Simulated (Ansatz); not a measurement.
Starting cell, SnO (litharge type, space group P4/nmm):

```
SnO
1.0
    3.76899     0.00000     0.00000
    0.00000     3.76899     0.00000
    0.00000     0.00000     4.56019
Sn O
2 2
Direct
  0.50000   0.00000   0.25342
  0.00000   0.50000   0.74658
  0.00000   0.00000   0.00000
  0.50000   0.50000   0.00000
```

Scan: atom 3 (O, nearest neighbour Sn at 2.211 Å; its periodic images, 3.8 Å or more away, move with it) is displaced along Cartesian [110], direction (0.707, 0.707, 0.000) in Cartesian axes, by s. The other atoms stay.

All values below come from PBEsol-D3(BJ) (plane waves to 420 eV, PAW, scalar-relativistic; Ansatz, a quantum-chemistry and plane-wave program). k mesh 10×10×8 (Γ-centred), Fermi-Dirac smearing 0.05 eV. Energies are smeared free energies. Compression counts positive. With partly filled bands, energies and forces of such displacements shift with the k mesh and the smearing. SnO was relaxed with its symmetry unable to fall. The PAW data are Ansatz's earlier set. The zero of ΔE is the undisplaced structure.

Question: Estimate the ΔE (eV/cell) and P (GPa) for s (Å) = -0.440, -0.352, -0.264, -0.176, -0.088, 0.088, 0.352, 0.440.

Answer: 
```json
[
 {"s (Å)": "-0.440", "ΔE (eV/cell)": "0.924", "P (GPa)": "6.8"},
 {"s (Å)": "-0.352", "ΔE (eV/cell)": "0.575", "P (GPa)": "4.4"},
 {"s (Å)": "-0.264", "ΔE (eV/cell)": "0.315", "P (GPa)": "2.5"},
 {"s (Å)": "-0.176", "ΔE (eV/cell)": "0.138", "P (GPa)": "1.1"},
 {"s (Å)": "-0.088", "ΔE (eV/cell)": "0.034", "P (GPa)": "0.3"},
 {"s (Å)": "0.088", "ΔE (eV/cell)": "0.034", "P (GPa)": "0.3"},
 {"s (Å)": "0.352", "ΔE (eV/cell)": "0.575", "P (GPa)": "4.4"},
 {"s (Å)": "0.440", "ΔE (eV/cell)": "0.924", "P (GPa)": "6.8"}
]
```

(A displaced cell: forces are minus the slopes of the energy, force constants its curvatures, and phonons follow from these.)
